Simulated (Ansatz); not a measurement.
**Mg3CdO4: input, output and frames of a trajectory**

Level of theory: DFT PBEsol, scalar-relativistic, plane waves, PAW in Ansatz. The runs took a 420 eV cutoff, a shifted (0.5, 0.5, 0.5 steps) 2×2×2 mesh and Fermi–Dirac smearing (0.22 eV). The mesh is coarse. No spin polarisation.

16 atoms, starting at 1.10 times the perfect crystal's volume (space group Pm-3m, the cell as given, not relaxed at this level); Langevin thermostat at 2600 K (friction 0.05 fs⁻¹), fixed cell; 42 steps of 4 fs. The run is short and not equilibrated. The time step is on the long side.

The calculation finished and met its thresholds.

Command:
```bash
ansatz run input.yaml --threads 4 --pin off --max-ram 5120MiB --backend cpu --events-out ev --progress --plain --runs-dir out
```

Input:
```yaml
crystal:
  lattice:
    - [-4.5901790849, 4.5901790849, 0.0]
    - [0.0, 4.5901790849, -4.5901790849]
    - [-4.5901790849, 0.0, -4.5901790849]
  atoms:
    - { symbol: Mg, position: [0.0, 0.5, 0.0] }
    - { symbol: Mg, position: [0.5, 0.0, 0.5] }
    - { symbol: Mg, position: [0.5, 0.5, 0.0] }
    - { symbol: Mg, position: [0.0, 0.0, 0.5] }
    - { symbol: Mg, position: [0.5, 0.0, 0.0] }
    - { symbol: Mg, position: [0.0, 0.5, 0.5] }
    - { symbol: Cd, position: [0.5, 0.5, 0.5] }
    - { symbol: Cd, position: [0.0, 0.0, 0.0] }
    - { symbol: O, position: [0.25, 0.75, 0.25] }
    - { symbol: O, position: [0.75, 0.25, 0.75] }
    - { symbol: O, position: [0.75, 0.75, 0.75] }
    - { symbol: O, position: [0.25, 0.25, 0.25] }
    - { symbol: O, position: [0.75, 0.25, 0.25] }
    - { symbol: O, position: [0.25, 0.75, 0.75] }
    - { symbol: O, position: [0.75, 0.75, 0.25] }
    - { symbol: O, position: [0.25, 0.25, 0.75] }
basis:
  ecutwfc: 420
kpoints:
  mp_grid: { grid: [2, 2, 2], shift: [0.5, 0.5, 0.5] }
hamiltonian:
  xc: pbesol
scf:
  occupations: { method: fermi_dirac, width: 0.2241 }
  lower_state_search: "off"
  convergence: { dr2_threshold: 1.0e-07 }
output:
  forces: true
  stress: true
md:
  timestep: 4.0
  n_steps: 42
  ensemble: nvt_langevin
  temperature: 2600.0
  initial_velocities: maxwell_boltzmann
  seed: 43037
  friction: 0.05
```

Output (its end):
```
...
SCF converged after 8 iterations
Free energy (F): -32337.800967 eV
Harris-Foulkes:  -32337.800967 eV  (|F-HF|=6.56e-9)
Internal energy: -32337.758788 eV  (E = F + TS)
E sigma→0 (E₀):  -32337.779878 eV
Entropy (-TS):   -0.042179 eV (-2.636 meV/atom)
Fermi energy:    8.813450 eV
--- Per-component energies (eV) ---
  E_band       = -2811.457952
  E_kinetic    = 2862.884202
  E_local      = -17768.136257  (includes V_loc(G=0)·N_el)
  E_nonlocal   = 1036.294310
  E_hartree    = 7000.465708
  E_xc         = -1110.046883
  E_vxc        = -1418.961577  (∫ρ·V_xc dr)
  E_paw        = -10932.874676  (= ΣΔE_a)
  E_vpaw       = -1524.491565  (= ΣTr[D̂ρ^β])
  E_aug_tail   = 0.019154  (compensation charges beyond the density's cutoff)
  E_ewald      = -13427.683743
  E_core_change = 1.319396  (= ΣΔE_core)
  E_smearing   = -0.042179  (= −TS)
  E_closure    = -0.000000  (closes the sum)
  Σ components = -32337.800967   (vs F -32337.800967, Δ=0.00e0)
--- Forces (eV/Å), atoms counted from 1 ---
  atom   1  Mg     1.53398253    -1.26711276    -0.60382064
  atom   2  Mg    -0.19363947     1.15409359     2.26844234
  atom   3  Mg    -0.49722994     0.20388997    -1.37480342
  atom   4  Mg     0.08974845    -0.23131951    -0.69009607
  atom   5  Mg    -0.36215318    -0.39695523     1.04426092
  atom   6  Mg    -0.27078075    -0.35466780    -0.23167310
  atom   7  Cd     1.02021129     1.08848102     0.95314575
  atom   8  Cd     0.59118658    -0.39565887    -0.50229975
  atom   9  O      1.45299094     1.28676191     0.43142250
  atom  10  O      0.99662323    -1.17045999    -1.13109821
  atom  11  O     -0.49048649    -1.66545839    -0.11974987
  atom  12  O     -0.36470647     1.34967559     1.21067450
  atom  13  O      0.73217507     0.25894086     0.91849702
  atom  14  O     -2.36906806    -1.01688229     0.12470982
  atom  15  O     -0.77261053     0.69659756     0.05642259
  atom  16  O     -1.09628193     0.46000756    -2.35398640
  max |Σ_I F_I| component: 6.68e-5 eV/Å
--- Stress (GPa, compression-positive) ---
       -7.540039       0.596596       0.513452
        0.596596      -5.385164       0.010862
        0.513452       0.010862      -7.530866
  P = ⅓ Tr σ = -6.8187 GPa (-68.187 kbar)
--- MD trajectory: 42 steps, t = 0.0 → 168.0 fs ---
  final state: T = 2694.6 K   F+E_penalty+E_count = -32337.80096706 eV   E_kin = 5.572913 eV
```

Frames along the run (Å, eV/Å; dE is the potential energy from the first frame):

```xyz
16
Lattice="-4.590 4.590 0.000 0.000 4.590 -4.590 -4.590 0.000 -4.590" Properties=species:S:1:pos:R:3:forces:R:3 pbc="T T T" time_fs=0.00 dE_eV=0.0000 T_K=2438
Mg    0.000    2.295   -2.295    0.000    0.000    0.000
Mg   -4.590    2.295   -2.295    0.000    0.000    0.000
Mg   -2.295    4.590   -2.295    0.000    0.000    0.000
Mg   -2.295    0.000   -2.295    0.000    0.000    0.000
Mg   -2.295    2.295    0.000    0.000    0.000    0.000
Mg   -2.295    2.295   -4.590    0.000    0.000    0.000
Cd   -4.590    4.590   -4.590    0.000    0.000    0.000
Cd    0.000    0.000    0.000    0.000    0.000    0.000
O    -2.295    4.590   -4.590    0.000    0.000    0.000
O    -6.885    4.590   -4.590    0.000    0.000    0.000
O    -6.885    6.885   -6.885    0.000    0.000    0.000
O    -2.295    2.295   -2.295    0.000    0.000    0.000
O    -4.590    4.590   -2.295    0.000    0.000    0.000
O    -4.590    4.590   -6.885    0.000    0.000    0.000
O    -4.590    6.885   -4.590    0.000    0.000    0.000
O    -4.590    2.295   -4.590    0.000    0.000    0.000
16
Lattice="-4.590 4.590 0.000 0.000 4.590 -4.590 -4.590 0.000 -4.590" Properties=species:S:1:pos:R:3:forces:R:3 pbc="T T T" time_fs=12.00 dE_eV=1.0603 T_K=1308
Mg   -0.024    2.290   -2.183    0.144    0.059   -0.896
Mg   -4.676    2.264   -2.340    0.407   -0.170   -0.117
Mg   -2.228    4.661   -2.315   -0.283   -0.386   -0.205
Mg   -2.244    0.022   -2.174   -0.493   -0.098   -0.360
Mg   -2.383    2.278   -0.070   -0.290    0.107    0.388
Mg   -2.373    2.179   -4.574    0.214    0.699    0.479
Cd   -4.641    4.644   -4.567    0.034   -1.069   -0.285
Cd    0.036    0.020   -0.038   -0.653   -1.248    0.288
O    -2.376    4.468   -4.687    0.965    0.262    0.652
O    -6.949    4.381   -4.656    0.549    0.666   -0.602
O    -6.979    6.907   -6.923    0.874   -0.678    0.639
O    -2.259    2.236   -2.364   -0.093    0.477    0.581
O    -4.717    4.798   -2.385    0.238   -1.079    1.272
O    -4.448    4.718   -6.830   -1.014   -0.288   -0.278
O    -4.516    6.759   -4.384   -0.336    1.791   -0.950
O    -4.529    2.180   -4.432   -0.264    0.956   -0.605
16
Lattice="-4.590 4.590 0.000 0.000 4.590 -4.590 -4.590 0.000 -4.590" Properties=species:S:1:pos:R:3:forces:R:3 pbc="T T T" time_fs=24.00 dE_eV=2.2659 T_K=1589
Mg   -0.183    2.269   -2.079    1.651    0.457   -1.127
Mg   -4.801    2.260   -2.279   -0.216   -0.028   -0.567
Mg   -2.280    4.626   -2.377   -0.135    0.744   -0.186
Mg   -2.161    0.194   -2.047   -1.625   -1.728   -0.636
Mg   -2.445    2.301   -0.072    0.020    0.241    1.492
Mg   -2.369    2.198   -4.434   -0.277    0.547   -0.278
Cd   -4.730    4.673   -4.564    0.581   -0.811   -0.650
Cd    0.057    0.027   -0.033   -0.447   -0.846    0.735
O    -2.344    4.464   -4.584    0.620    0.025    0.379
O    -6.946    4.373   -4.606    0.157    0.804   -1.098
O    -7.046    6.864   -7.016    1.225   -0.552    1.418
O    -2.265    2.131   -2.358   -0.006    1.794    0.891
O    -4.809    4.883   -2.427    0.770   -1.580    1.975
O    -4.500    4.879   -6.824   -0.901   -1.049    0.136
O    -4.416    6.807   -4.285   -1.385    1.437   -1.371
O    -4.581    2.243   -4.356   -0.033    0.544   -1.113
16
Lattice="-4.590 4.590 0.000 0.000 4.590 -4.590 -4.590 0.000 -4.590" Properties=species:S:1:pos:R:3:forces:R:3 pbc="T T T" time_fs=40.00 dE_eV=2.2192 T_K=2231
Mg   -0.070    2.507   -1.982    0.321   -0.765   -1.537
Mg   -4.989    2.144   -2.259    0.444    1.179   -0.389
Mg   -2.323    4.576   -2.402   -0.571    0.069    0.581
Mg   -2.245    0.285   -1.880   -0.117   -1.128   -1.238
Mg   -2.494    2.285    0.099    0.144    1.095    0.551
Mg   -2.472    2.154   -4.435    0.118    0.329    0.168
Cd   -4.788    4.701   -4.523    2.125    0.230    1.163
Cd    0.002   -0.023   -0.026    0.365    1.151   -0.006
O    -2.352    4.423   -4.488   -0.264    0.707    0.101
O    -6.787    4.513   -4.606   -2.724    0.196   -0.632
O    -7.055    6.830   -6.872    1.102   -0.065    0.389
O    -2.212    2.168   -2.323   -0.820    1.851    0.641
O    -4.782    5.027   -2.296    0.482   -1.531    0.673
O    -4.654    4.860   -6.728   -0.030   -1.310   -0.554
O    -4.495    7.129   -4.316   -0.429   -1.741   -0.833
O    -4.620    2.316   -4.562   -0.145   -0.268    0.923
16
Lattice="-4.590 4.590 0.000 0.000 4.590 -4.590 -4.590 0.000 -4.590" Properties=species:S:1:pos:R:3:forces:R:3 pbc="T T T" time_fs=52.00 dE_eV=2.9217 T_K=2349
Mg   -0.035    2.728   -2.098   -0.634   -2.387   -0.266
Mg   -4.929    2.013   -2.126    0.650    3.505   -0.304
Mg   -2.255    4.559   -2.406   -1.706   -0.638    0.345
Mg   -2.401    0.258   -1.882    1.120    0.565   -0.878
Mg   -2.592    2.452    0.319    0.834    0.082   -0.912
Mg   -2.571    2.046   -4.610   -0.137    1.138    0.847
Cd   -4.764    4.743   -4.433    0.802   -0.673    1.482
Cd   -0.030   -0.065   -0.025   -0.491    2.603   -1.093
O    -2.468    4.506   -4.553   -0.091    0.550    1.129
O    -6.885    4.645   -4.678   -0.299   -0.674   -0.195
O    -7.046    6.855   -6.709    1.341    0.251   -0.974
O    -2.330    2.254   -2.224   -0.698    1.222    0.025
O    -4.730    5.041   -2.172   -0.140   -1.280   -0.940
O    -4.573    4.847   -6.855   -0.246   -2.752    0.357
O    -4.639    7.140   -4.310    0.209   -2.505   -0.280
O    -4.595    2.206   -4.746   -0.513    0.993    1.657
16
Lattice="-4.590 4.590 0.000 0.000 4.590 -4.590 -4.590 0.000 -4.590" Properties=species:S:1:pos:R:3:forces:R:3 pbc="T T T" time_fs=64.00 dE_eV=3.4733 T_K=1273
Mg   -0.027    2.826   -2.145   -0.920   -3.607    0.866
Mg   -4.805    2.016   -2.102    1.101    2.083   -0.671
Mg   -2.293    4.627   -2.515   -1.804   -0.912    0.495
Mg   -2.395    0.219   -1.974    0.937    1.054    0.427
Mg   -2.649    2.635    0.345    1.192   -0.936   -1.492
Mg   -2.573    1.982   -4.712   -0.533    1.874    1.686
Cd   -4.783    4.787   -4.364    0.175   -1.270   -1.508
Cd   -0.027   -0.043   -0.037   -1.525    0.708   -1.291
O    -2.593    4.533   -4.593    1.118    0.285    0.719
O    -6.995    4.650   -4.782    0.653   -1.069    0.502
O    -6.973    6.885   -6.592    0.984    0.466   -2.555
O    -2.511    2.352   -2.122   -0.473    0.050   -0.122
O    -4.660    4.930   -2.396   -0.428   -0.777    2.879
O    -4.548    4.709   -6.782   -0.578    0.211   -0.065
O    -4.710    7.037   -4.205    0.397    0.348   -0.674
O    -4.649    2.077   -4.690   -0.295    1.491    0.803
16
Lattice="-4.590 4.590 0.000 0.000 4.590 -4.590 -4.590 0.000 -4.590" Properties=species:S:1:pos:R:3:forces:R:3 pbc="T T T" time_fs=76.00 dE_eV=3.2472 T_K=2777
Mg   -0.201    2.825   -2.173    0.174   -3.056    1.399
Mg   -4.590    2.054   -2.174   -0.701    0.653   -1.188
Mg   -2.498    4.639   -2.582   -0.616    0.013    1.837
Mg   -2.199    0.263   -2.032   -0.532   -0.130    1.418
Mg   -2.640    2.903    0.316    0.892   -2.741    0.019
Mg   -2.550    2.042   -4.701   -0.844    1.604    1.008
Cd   -4.804    4.830   -4.351    1.011   -1.087   -0.919
Cd   -0.119   -0.068   -0.048   -1.236    1.187   -0.070
O    -2.571    4.563   -4.460    0.724    0.247   -1.307
O    -6.926    4.676   -4.871    0.071    0.098    0.471
O    -6.964    7.048   -6.554    0.922    0.526   -2.559
O    -2.650    2.364   -2.230    1.247   -0.179    0.165
O    -4.586    4.820   -2.234   -1.009   -0.431    0.283
O    -4.548    4.640   -6.800   -0.133    1.731    0.163
O    -4.693    7.032   -4.113    0.445    0.103   -1.039
O    -4.645    2.071   -4.556   -0.416    1.462    0.320
16
Lattice="-4.590 4.590 0.000 0.000 4.590 -4.590 -4.590 0.000 -4.590" Properties=species:S:1:pos:R:3:forces:R:3 pbc="T T T" time_fs=92.00 dE_eV=4.7678 T_K=2251
Mg   -0.240    2.820   -2.149    1.531   -1.218    0.657
Mg   -4.497    2.159   -2.262   -3.245   -0.698   -0.634
Mg   -2.742    4.566   -2.349    3.553    0.946   -0.559
Mg   -2.078    0.365   -2.055   -1.885   -1.910    1.194
Mg   -2.652    2.972    0.195    0.454   -2.330    1.856
Mg   -2.638    2.145   -4.507    1.051    1.602   -1.298
Cd   -4.852    4.822   -4.241    2.591   -2.124   -1.262
Cd   -0.247   -0.051    0.021   -1.082    1.034    1.815
O    -2.560    4.605   -4.321    0.925    0.353   -0.547
O    -6.794    4.803   -4.873   -1.947   -1.042   -0.337
O    -6.995    7.200   -6.647    0.789    0.171   -1.019
O    -2.683    2.237   -2.444    3.401    1.153    1.579
O    -4.464    4.709   -2.046   -4.098   -0.093    0.195
O    -4.330    4.636   -6.840   -0.594    1.377   -0.354
O    -4.795    6.856   -4.106    0.755    2.610   -0.649
O    -4.532    2.338   -4.386   -2.198    0.169   -0.636
16
Lattice="-4.590 4.590 0.000 0.000 4.590 -4.590 -4.590 0.000 -4.590" Properties=species:S:1:pos:R:3:forces:R:3 pbc="T T T" time_fs=104.00 dE_eV=5.0537 T_K=1889
Mg   -0.113    2.913   -2.217    1.042   -2.208    1.791
Mg   -4.534    2.144   -2.502   -2.275   -0.758    1.993
Mg   -2.778    4.508   -2.274    3.766    0.411   -0.829
Mg   -2.031    0.406   -1.912   -2.137   -1.440    0.497
Mg   -2.700    2.886    0.386    0.511   -0.948    0.968
Mg   -2.600    2.123   -4.386    0.988    1.633   -2.152
Cd   -4.860    4.830   -4.189    2.066   -1.337   -0.933
Cd   -0.292   -0.027    0.109   -0.684    0.828    1.837
O    -2.626    4.652   -4.341    1.084    0.568   -0.023
O    -6.818    4.855   -4.794   -1.281   -2.008   -0.541
O    -7.037    7.279   -6.762    1.009   -0.216   -0.482
O    -2.676    2.291   -2.483    2.871    1.052    2.657
O    -4.446    4.729   -1.859   -4.446    0.314   -1.344
O    -4.205    4.654   -6.927   -0.889    2.446   -0.022
O    -4.787    6.932   -4.059    0.478    1.133   -0.908
O    -4.502    2.380   -4.317   -2.103    0.530   -2.510
16
Lattice="-4.590 4.590 0.000 0.000 4.590 -4.590 -4.590 0.000 -4.590" Properties=species:S:1:pos:R:3:forces:R:3 pbc="T T T" time_fs=116.00 dE_eV=3.5097 T_K=3038
Mg   -0.065    2.826   -2.073    0.059   -0.688    0.820
Mg   -4.595    2.205   -2.580   -0.700   -0.276    2.325
Mg   -2.782    4.546   -2.325    1.101    0.024    1.309
Mg   -2.046    0.334   -1.646   -2.014   -0.529   -1.200
Mg   -2.671    2.841    0.542   -0.537    0.151   -2.417
Mg   -2.548    2.119   -4.279    1.522    1.196   -0.602
Cd   -4.851    4.802   -4.164    0.166   -0.175   -0.948
Cd   -0.255    0.044    0.202    0.142   -0.050    0.374
O    -2.534    4.652   -4.294    0.076    0.872    0.027
O    -6.979    4.838   -4.779    0.683   -1.089   -0.547
O    -6.760    7.518   -6.911    1.225   -1.191    1.941
O    -2.515    2.541   -2.269    0.174   -0.516    0.829
O    -4.608    4.896   -1.813   -0.909    0.563   -2.226
O    -4.117    4.706   -7.054   -0.689    1.162    2.028
O    -4.835    7.008   -4.057    0.781   -0.271   -0.180
O    -4.461    2.457   -4.433   -1.081    0.818   -1.532
16
Lattice="-4.590 4.590 0.000 0.000 4.590 -4.590 -4.590 0.000 -4.590" Properties=species:S:1:pos:R:3:forces:R:3 pbc="T T T" time_fs=128.00 dE_eV=3.4358 T_K=2440
Mg   -0.058    2.702   -1.857   -0.881   -0.148   -1.115
Mg   -4.608    2.227   -2.517   -0.045   -0.318    1.791
Mg   -2.807    4.576   -2.211    0.307    0.563    0.793
Mg   -2.141    0.304   -1.549   -0.966   -0.266   -1.355
Mg   -2.485    2.796    0.615   -1.697    0.266   -3.443
Mg   -2.480    2.189   -4.154    1.544    0.746   -0.477
Cd   -4.890    4.794   -4.195    0.093    0.403   -0.417
Cd   -0.227    0.104    0.293   -0.139   -0.943   -1.508
O    -2.501    4.646   -4.223   -0.129    0.644    0.481
O    -7.132    4.858   -4.842    1.534   -0.057    0.723
O    -6.439    7.501   -6.908    0.205   -0.339    2.147
O    -2.277    2.710   -2.016   -0.903   -1.480   -0.364
O    -4.751    5.220   -1.782    0.189   -0.319   -1.680
O    -4.080    4.787   -7.045    0.370    0.472    3.277
O    -4.803    6.975   -4.139    0.671    0.182    0.251
O    -4.452    2.565   -4.485   -0.153    0.595    0.896
16
Lattice="-4.590 4.590 0.000 0.000 4.590 -4.590 -4.590 0.000 -4.590" Properties=species:S:1:pos:R:3:forces:R:3 pbc="T T T" time_fs=144.00 dE_eV=4.1146 T_K=3364
Mg   -0.319    2.640   -1.823    1.989    0.563   -0.322
Mg   -4.523    2.037   -2.282    0.546    0.979    0.613
Mg   -2.889    4.628   -1.891    0.115    0.106   -3.808
Mg   -2.256    0.271   -1.629    1.261   -1.093    0.703
Mg   -2.347    2.684    0.552   -0.600   -0.206   -0.399
Mg   -2.276    2.311   -4.195   -0.224    1.340   -0.653
Cd   -4.951    4.739   -4.239    0.957    0.297    0.280
Cd   -0.155    0.151    0.316   -1.691   -0.788    0.320
O    -2.623    4.451   -4.028    1.799    1.444   -0.652
O    -7.301    4.933   -4.754    2.866    0.275    3.485
O    -6.245    7.269   -6.776   -2.488    0.720    0.234
O    -2.153    2.789   -1.861   -2.721   -1.476    0.494
O    -4.788    5.323   -1.806   -0.681   -1.352   -0.600
O    -4.059    4.765   -6.767   -1.082   -0.623    0.412
O    -4.797    6.852   -4.162    0.668    1.293    0.069
O    -4.423    2.690   -4.292   -0.715   -1.479   -0.176
16
Lattice="-4.590 4.590 0.000 0.000 4.590 -4.590 -4.590 0.000 -4.590" Properties=species:S:1:pos:R:3:forces:R:3 pbc="T T T" time_fs=156.00 dE_eV=4.3166 T_K=2398
Mg   -0.417    2.691   -1.832    3.072   -0.991   -0.724
Mg   -4.401    1.893   -2.318   -0.975    5.304    0.877
Mg   -2.933    4.677   -1.688    1.662   -0.338   -2.143
Mg   -2.214    0.107   -1.648    1.736   -0.908    0.065
Mg   -2.321    2.544    0.419   -0.783   -0.491    1.081
Mg   -2.091    2.433   -4.314   -0.654    0.292   -0.487
Cd   -4.946    4.655   -4.270    1.360    0.565    0.787
Cd   -0.177    0.138    0.382   -0.659   -0.734   -0.095
O    -2.581    4.339   -4.086    1.758    1.902   -0.259
O    -7.170    5.108   -4.444    1.425   -1.345    0.366
O    -6.237    7.210   -6.681   -1.569   -0.007    0.011
O    -2.237    2.592   -1.780   -2.313    0.224    1.311
O    -4.699    5.143   -1.869   -2.003    0.413    0.313
O    -4.025    4.852   -6.578   -1.544   -4.719    0.675
O    -4.667    6.891   -3.998    0.685    1.184    0.161
O    -4.381    2.525   -4.125   -1.197   -0.349   -1.938
16
Lattice="-4.590 4.590 0.000 0.000 4.590 -4.590 -4.590 0.000 -4.590" Properties=species:S:1:pos:R:3:forces:R:3 pbc="T T T" time_fs=168.00 dE_eV=3.2694 T_K=2695
Mg   -0.326    2.688   -1.880    1.534   -1.267   -0.604
Mg   -4.367    2.066   -2.320   -0.194    1.154    2.268
Mg   -2.800    4.752   -1.564   -0.497    0.204   -1.375
Mg   -2.108    0.149   -1.711    0.090   -0.231   -0.690
Mg   -2.392    2.490    0.373   -0.362   -0.397    1.044
Mg   -2.070    2.504   -4.392   -0.271   -0.355   -0.232
Cd   -4.865    4.590   -4.325    1.020    1.088    0.953
Cd   -0.287    0.115    0.500    0.591   -0.396   -0.502
O    -2.556    4.417   -4.195    1.453    1.287    0.431
O    -7.087    5.121   -4.204    0.997   -1.170   -1.131
O    -6.319    7.355   -6.523   -0.490   -1.665   -0.120
O    -2.289    2.421   -1.869   -0.365    1.350    1.211
O    -4.727    5.084   -1.999    0.732    0.259    0.918
O    -4.040    4.765   -6.508   -2.369   -1.017    0.125
O    -4.390    7.018   -4.012   -0.773    0.697    0.056
O    -4.496    2.366   -4.146   -1.096    0.460   -2.354
```